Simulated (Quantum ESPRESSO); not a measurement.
# Ga2InAlP4: one run as intended and one with a planted mistake

A calculation, not a measurement. The program is pw.x of Quantum ESPRESSO 7.5 (plane-wave density functional theory). The cell is made up: 8 atoms on a zincblende/diamond lattice, with randomly drawn elements, strain and displacements, not relaxed. PseudoDojo standard norm-conserving files (v0.5 for PBE, v0.4.1 for LDA and PBEsol) set the functional; there is no spin polarisation, spin-orbit coupling or dispersion term, and the masses in the input are unused placeholders.

Intended input:

```
&control calculation='scf', pseudo_dir='./dojo.nc.sr.pbe.v0_5.standard.upf', outdir='./o', disk_io='medium', tprnfor=.true., tstress=.true. /
&system ibrav=0, nat=8, ntyp=4, nbnd=37, ecutwfc=79.96652505, nosym=.true., tot_charge=0,
 occupations='smearing', smearing='fd', degauss=0.0018374661
/
&electrons conv_thr=7.350e-09, electron_maxstep=60, /
ATOMIC_SPECIES
Al 1.0 Al.upf
Ga 1.0 Ga.upf
In 1.0 In.upf
P 1.0 P.upf
CELL_PARAMETERS angstrom
5.831 -0.0242 -0.0852
-0.0242 5.7595 -0.0416
-0.0852 -0.0416 5.8302
ATOMIC_POSITIONS angstrom
Ga -0.0377 0.0117 -0.0293
In -0.2172 2.8766 2.895
Al 2.8397 -0.0908 2.8547
Ga 2.8661 2.8994 -0.0916
P 1.3217 1.4815 1.4684
P 1.4953 4.288 4.4116
P 4.3189 1.3909 4.3224
P 4.372 4.3216 1.2344
K_POINTS automatic
4 4 4 1 1 1
```

The log is shortened where brackets say so; the opening notice, blank lines, dates and the lines on written files are dropped, and the path of the files is cut. It prints rydbergs, bohrs and kilobars, and counts compression as positive stress.

Log of the intended run:

```
     Program PWSCF v.7.5
     Parallel version (MPI & OpenMP), running on       1 processor cores
     Number of MPI processes:                 1
     Threads/MPI process:                     1
     [start-up lines left out]
     bravais-lattice index     =            0
     lattice parameter (alat)  =      11.0203  a.u.
     unit-cell volume          =    1320.9452 (a.u.)^3
     number of atoms/cell      =            8
     number of atomic types    =            4
     number of electrons       =        62.00
     number of Kohn-Sham states=           37
     kinetic-energy cutoff     =      79.9665  Ry
     charge density cutoff     =     319.8661  Ry
     scf convergence threshold =      7.3E-09
     mixing beta               =       0.7000
     number of iterations used =            8  plain     mixing
     Exchange-correlation= PBE
                           (   1   4   3   4   0   0   0)
     [axes and pseudopotential details left out]
   Cartesian axes
     site n.     atom                  positions (alat units)
         1        Ga     tau(   1) = (  -0.0064647   0.0020063  -0.0050243  )
         2        In     tau(   2) = (  -0.0372449   0.4932719   0.4964270  )
         3        Al     tau(   3) = (   0.4869443  -0.0155701   0.4895165  )
         4        Ga     tau(   4) = (   0.4914713   0.4971815  -0.0157073  )
         5        P      tau(   5) = (   0.2266417   0.2540438   0.2517974  )
         6        P      tau(   6) = (   0.2564101   0.7352950   0.7564897  )
         7        P      tau(   7) = (   0.7405937   0.2385079   0.7411939  )
         8        P      tau(   8) = (   0.7496991   0.7410567   0.2116717  )
     number of k points=    32  Fermi-Dirac smearing, width (Ry)=  0.0018
                       cart. coord. in units 2pi/alat
        k(    1) = (   0.1274132   0.1280249   0.1278070), wk =   0.0625000
        k(    2) = (   0.1310756   0.1298469   0.3779367), wk =   0.0625000
     [further k points left out]
     Dense  grid:   127661 G-vectors     FFT dimensions: (  64,  64,  64)
     Estimated max dynamical RAM per process >     168.92 MB
     Initial potential from superposition of free atoms
     starting charge      61.9877, renormalised to      62.0000
     Starting wfcs are   47 randomized atomic wfcs
     total cpu time spent up to now is       13.9 secs
     per-process dynamical memory:    98.8 Mb
     Self-consistent Calculation
     iteration #  1     ecut=    79.97 Ry     beta= 0.70
     Davidson diagonalization with overlap
     ethr =  1.00E-02,  avg # of iterations =  4.0
     Threshold (ethr) on eigenvalues was too large:
     Diagonalizing with lowered threshold
     Davidson diagonalization with overlap
     ethr =  5.39E-04,  avg # of iterations =  2.0
     total cpu time spent up to now is       69.5 secs
     total energy              =    -498.89990099 Ry
     estimated scf accuracy    <       0.33801796 Ry
     iteration #  2     ecut=    79.97 Ry     beta= 0.70
     Davidson diagonalization with overlap
     ethr =  5.45E-04,  avg # of iterations =  2.4
     total cpu time spent up to now is       95.6 secs
     total energy              =    -498.98637466 Ry
     estimated scf accuracy    <       0.09873740 Ry
     [iterations 3 to 8 left out]
     iteration #  9     ecut=    79.97 Ry     beta= 0.70
     Davidson diagonalization with overlap
     ethr =  8.31E-10,  avg # of iterations =  3.2
     total cpu time spent up to now is      305.6 secs
     total energy              =    -499.00451936 Ry
     estimated scf accuracy    <       0.00000001 Ry
     iteration # 10     ecut=    79.97 Ry     beta= 0.70
     Davidson diagonalization with overlap
     ethr =  1.98E-11,  avg # of iterations =  5.0
     total cpu time spent up to now is      342.3 secs
     End of self-consistent calculation
     [lines on levels left out]
!    total energy              =    -499.00451936 Ry
     estimated scf accuracy    <          6.7E-09 Ry
     smearing contrib. (-TS)   =      -0.00000000 Ry
     internal energy E=F+TS    =    -499.00451936 Ry
     The total energy is F=E-TS. E is the sum of the following terms:
     one-electron contribution =    -251.43712504 Ry
     hartree contribution      =     165.44016919 Ry
     xc contribution           =    -142.07977659 Ry
     ewald contribution        =    -270.92778693 Ry
     convergence has been achieved in  10 iterations
     Forces acting on atoms (cartesian axes, Ry/au):
     atom    1 type  2   force =     0.02699156    0.00889146    0.00447747
     atom    2 type  3   force =     0.03885947    0.01639826    0.01337574
     atom    3 type  1   force =     0.00603114    0.01935981   -0.00428155
     atom    4 type  2   force =     0.01152001   -0.02704050    0.02116781
     atom    5 type  4   force =     0.04788945   -0.03812786   -0.02692360
     atom    6 type  4   force =    -0.03128446    0.02722452   -0.02759602
     atom    7 type  4   force =    -0.05178248   -0.03322014    0.01437197
     atom    8 type  4   force =    -0.04822469    0.02651445    0.00540819
     Total force =     0.136125     Total SCF correction =     0.000224
     Computing stress (Cartesian axis) and pressure
          total   stress  (Ry/bohr**3)                   (kbar)     P=      -49.71
  -0.00037335  -0.00000800   0.00007577          -54.92       -1.18       11.15
  -0.00000800  -0.00030257  -0.00005561           -1.18      -44.51       -8.18
   0.00007577  -0.00005561  -0.00033788           11.15       -8.18      -49.70
     init_run     :     12.63s CPU     13.78s WALL (       1 calls)
     electrons    :    305.99s CPU    328.45s WALL (       1 calls)
     forces       :      4.00s CPU      4.07s WALL (       1 calls)
     stress       :     14.85s CPU     15.58s WALL (       1 calls)
     [timing details left out]
     PWSCF        :   5m37.68s CPU   6m 2.53s WALL
     JOB DONE.
```

A second run has one planted mistake: the k-point mesh is too coarse. The input lines that differ, file-writing options aside:

```
- 4 4 4 1 1 1
+ 2 2 2 1 1 1
```

Its log:

```
     Program PWSCF v.7.5
     Parallel version (MPI & OpenMP), running on       1 processor cores
     Number of MPI processes:                 1
     Threads/MPI process:                     1
     [start-up lines left out]
     bravais-lattice index     =            0
     lattice parameter (alat)  =      11.0203  a.u.
     unit-cell volume          =    1320.9452 (a.u.)^3
     number of atoms/cell      =            8
     number of atomic types    =            4
     number of electrons       =        62.00
     number of Kohn-Sham states=           37
     kinetic-energy cutoff     =      79.9665  Ry
     charge density cutoff     =     319.8661  Ry
     scf convergence threshold =      7.3E-09
     mixing beta               =       0.7000
     number of iterations used =            8  plain     mixing
     Exchange-correlation= PBE
                           (   1   4   3   4   0   0   0)
     [axes and pseudopotential details left out]
   Cartesian axes
     site n.     atom                  positions (alat units)
         1        Ga     tau(   1) = (  -0.0064647   0.0020063  -0.0050243  )
         2        In     tau(   2) = (  -0.0372449   0.4932719   0.4964270  )
         3        Al     tau(   3) = (   0.4869443  -0.0155701   0.4895165  )
         4        Ga     tau(   4) = (   0.4914713   0.4971815  -0.0157073  )
         5        P      tau(   5) = (   0.2266417   0.2540438   0.2517974  )
         6        P      tau(   6) = (   0.2564101   0.7352950   0.7564897  )
         7        P      tau(   7) = (   0.7405937   0.2385079   0.7411939  )
         8        P      tau(   8) = (   0.7496991   0.7410567   0.2116717  )
     number of k points=     4  Fermi-Dirac smearing, width (Ry)=  0.0018
                       cart. coord. in units 2pi/alat
        k(    1) = (   0.2548264   0.2560497   0.2556141), wk =   0.5000000
        k(    2) = (   0.2475017   0.2524057  -0.2446453), wk =   0.5000000
     [further k points left out]
     Dense  grid:   127661 G-vectors     FFT dimensions: (  64,  64,  64)
     Estimated max dynamical RAM per process >     168.92 MB
     Initial potential from superposition of free atoms
     starting charge      61.9877, renormalised to      62.0000
     Starting wfcs are   47 randomized atomic wfcs
     total cpu time spent up to now is        4.0 secs
     per-process dynamical memory:   105.6 Mb
     Self-consistent Calculation
     iteration #  1     ecut=    79.97 Ry     beta= 0.70
     Davidson diagonalization with overlap
     ethr =  1.00E-02,  avg # of iterations =  4.0
     Threshold (ethr) on eigenvalues was too large:
     Diagonalizing with lowered threshold
     Davidson diagonalization with overlap
     ethr =  5.86E-04,  avg # of iterations =  2.0
     total cpu time spent up to now is       11.3 secs
     total energy              =    -498.86214329 Ry
     estimated scf accuracy    <       0.36629073 Ry
     iteration #  2     ecut=    79.97 Ry     beta= 0.70
     Davidson diagonalization with overlap
     ethr =  5.91E-04,  avg # of iterations =  2.8
     total cpu time spent up to now is       15.5 secs
     total energy              =    -498.95586596 Ry
     estimated scf accuracy    <       0.10618913 Ry
     [iterations 3 to 9 left out]
     iteration # 10     ecut=    79.97 Ry     beta= 0.70
     Davidson diagonalization with overlap
     ethr =  4.94E-11,  avg # of iterations =  3.5
     total cpu time spent up to now is       46.6 secs
     total energy              =    -498.97523370 Ry
     estimated scf accuracy    <          7.4E-09 Ry
     iteration # 11     ecut=    79.97 Ry     beta= 0.70
     Davidson diagonalization with overlap
     ethr =  1.20E-11,  avg # of iterations =  2.5
     total cpu time spent up to now is       50.3 secs
     End of self-consistent calculation
     [lines on levels left out]
!    total energy              =    -498.97523370 Ry
     estimated scf accuracy    <          7.3E-10 Ry
     smearing contrib. (-TS)   =      -0.00000000 Ry
     internal energy E=F+TS    =    -498.97523370 Ry
     The total energy is F=E-TS. E is the sum of the following terms:
     one-electron contribution =    -251.44712079 Ry
     hartree contribution      =     165.51090339 Ry
     xc contribution           =    -142.11122937 Ry
     ewald contribution        =    -270.92778693 Ry
     convergence has been achieved in  11 iterations
     Forces acting on atoms (cartesian axes, Ry/au):
     atom    1 type  2   force =     0.02729846    0.00938374    0.00504566
     atom    2 type  3   force =     0.03960756    0.01596004    0.01313735
     atom    3 type  1   force =     0.00617747    0.01996016   -0.00366574
     atom    4 type  2   force =     0.01172068   -0.02613056    0.02113927
     atom    5 type  4   force =     0.04801227   -0.03918152   -0.02753658
     atom    6 type  4   force =    -0.03111654    0.02764640   -0.02764847
     atom    7 type  4   force =    -0.05235580   -0.03400272    0.01404774
     atom    8 type  4   force =    -0.04934409    0.02636446    0.00548078
     Total force =     0.137558     Total SCF correction =     0.000067
     Computing stress (Cartesian axis) and pressure
          total   stress  (Ry/bohr**3)                   (kbar)     P=      -47.63
  -0.00035857  -0.00000907   0.00007178          -52.75       -1.33       10.56
  -0.00000907  -0.00028858  -0.00005394           -1.33      -42.45       -7.94
   0.00007178  -0.00005394  -0.00032420           10.56       -7.94      -47.69
     init_run     :      3.59s CPU      3.76s WALL (       1 calls)
     electrons    :     44.12s CPU     46.39s WALL (       1 calls)
     forces       :      0.88s CPU      0.91s WALL (       1 calls)
     stress       :      2.91s CPU      3.07s WALL (       1 calls)
     [timing details left out]
     PWSCF        :     51.72s CPU     54.43s WALL
     JOB DONE.
```

```
                                            intended run  run with the mistake
                          free energy (eV)     -6789.302             -6788.904
                    smearing term -TS (eV)        0.0000                0.0000
                            pressure (GPa)         -4.97                 -4.76
            largest force component (eV/Å)         1.331                 1.346
largest change of a force component (eV/Å)                               0.029
                                iterations            10                    11
```

For scale, a rerun of the intended cell at 1377 eV and a 6 x 6 x 6 mesh moved values by no more than 0.009 eV in energy, 0.02 GPa in stress and 0.002 eV/Å in force.